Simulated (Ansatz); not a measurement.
Geometry optimisation in Ansatz: input, command and trajectory.

```yaml
crystal:
  lattice:
    - [0.0, 3.0521849332, 3.0521849332]
    - [3.0521849332, 0.0, 3.0521849332]
    - [3.0521849332, 3.0521849332, 0.0]
  atoms:
    - { symbol: Be, position: [0.62577, 0.12269, 0.62577] }
    - { symbol: Be, position: [0.62577, 0.62577, 0.12269] }
    - { symbol: Be, position: [0.62577, 0.62577, 0.62577] }
    - { symbol: Be, position: [0.12269, 0.62577, 0.62577] }
    - { symbol: Ge, position: [0.25, 0.25, 0.25] }
    - { symbol: Rh, position: [0.0, 0.0, 0.0] }
basis:
  ecutwfc: 420
kpoints:
  mp_grid: { grid: [6, 6, 6] }
hamiltonian:
  xc: pbe
scf:
  occupations: { method: gaussian, width: 0.1 }
  lower_state_search: "off"
output:
  forces: true
  stress: true
  eigenvalues: true
relax:
  adjacent_minimum: "off"
  f_tol: 0.04
  max_steps: 70
  cell: { stress_tol: 0.4 }
```

```bash
ansatz run input.yaml --threads 1 --pin off --max-ram 2560MiB --backend cpu --events-out ev --progress --plain --runs-dir out
```

Level of theory: DFT PBE, scalar-relativistic, plane waves, PAW (Ansatz).

Of 4 frames 4 are shown, positions in Å and forces in eV/Å; the SCF threshold varies from step to step. Steps run on the plane waves of an earlier cell, with a Pulay correction in the pressure. The basis is chosen afresh for the last frame, the zero of the energies, and at times for earlier ones too; energy and pressure can step there, also at an unchanged geometry. Where two frames share a geometry here, they differ by under 2 meV/atom and 0.3 GPa.

```xyz
6
Lattice="0.0000 3.0522 3.0522 3.0522 0.0000 3.0522 3.0522 3.0522 0.0000" Properties=species:S:1:pos:R:3:forces:R:3 pbc="T T T" step=1 free_energy_over_end_meV_per_atom=12.57 pressure_GPa=8.41
Be    2.2844    3.8199    2.2844   -0.0641    0.0641   -0.0641
Be    2.2844    2.2844    3.8199   -0.0641   -0.0641    0.0641
Be    3.8199    3.8199    3.8199    0.0641    0.0641    0.0641
Be    3.8199    2.2844    2.2844    0.0641   -0.0641   -0.0641
Ge    1.5261    1.5261    1.5261    0.0000    0.0000    0.0000
Rh    0.0000    0.0000    0.0000    0.0000    0.0000    0.0000
6
Lattice="0.0000 3.0950 3.0950 3.0950 0.0000 3.0950 3.0950 3.0950 0.0000" Properties=species:S:1:pos:R:3:forces:R:3 pbc="T T T" step=2 free_energy_over_end_meV_per_atom=0.59 pressure_GPa=1.33
Be    2.3141    3.8759    2.3141   -0.0248    0.0248   -0.0248
Be    2.3141    2.3141    3.8759   -0.0248   -0.0248    0.0248
Be    3.8759    3.8759    3.8759    0.0248    0.0248    0.0248
Be    3.8759    2.3141    2.3141    0.0248   -0.0248   -0.0248
Ge    1.5475    1.5475    1.5475    0.0000    0.0000    0.0000
Rh    0.0000    0.0000    0.0000    0.0000    0.0000    0.0000
6
Lattice="0.0000 3.1034 3.1034 3.1034 0.0000 3.1034 3.1034 3.1034 0.0000" Properties=species:S:1:pos:R:3:forces:R:3 pbc="T T T" step=3 free_energy_over_end_meV_per_atom=0.23 pressure_GPa=0.09
Be    2.3193    3.8874    2.3193   -0.0067    0.0067   -0.0067
Be    2.3193    2.3193    3.8874   -0.0067   -0.0067    0.0067
Be    3.8874    3.8874    3.8874    0.0067    0.0067    0.0067
Be    3.8874    2.3193    2.3193    0.0067   -0.0067   -0.0067
Ge    1.5517    1.5517    1.5517    0.0000    0.0000    0.0000
Rh    0.0000    0.0000    0.0000    0.0000    0.0000    0.0000
6
Lattice="0.0000 3.1034 3.1034 3.1034 0.0000 3.1034 3.1034 3.1034 0.0000" Properties=species:S:1:pos:R:3:forces:R:3 pbc="T T T" step=4 free_energy_over_end_meV_per_atom=0.00 pressure_GPa=0.11
Be    2.3193    3.8874    2.3193   -0.0067    0.0067   -0.0067
Be    2.3193    2.3193    3.8874   -0.0067   -0.0067    0.0067
Be    3.8874    3.8874    3.8874    0.0067    0.0067    0.0067
Be    3.8874    2.3193    2.3193    0.0067   -0.0067   -0.0067
Ge    1.5517    1.5517    1.5517    0.0000    0.0000    0.0000
Rh    0.0000    0.0000    0.0000    0.0000    0.0000    0.0000
```

The start puts this composition into another compound's structure type, which needn't suit it. At the end the space group is F-43m (tolerance 0.05 Å).

The run took 9.6 s on 1 thread of Arm Neoverse V2, with other jobs on the host, peak memory 0.35 GiB.

The k mesh is coarse.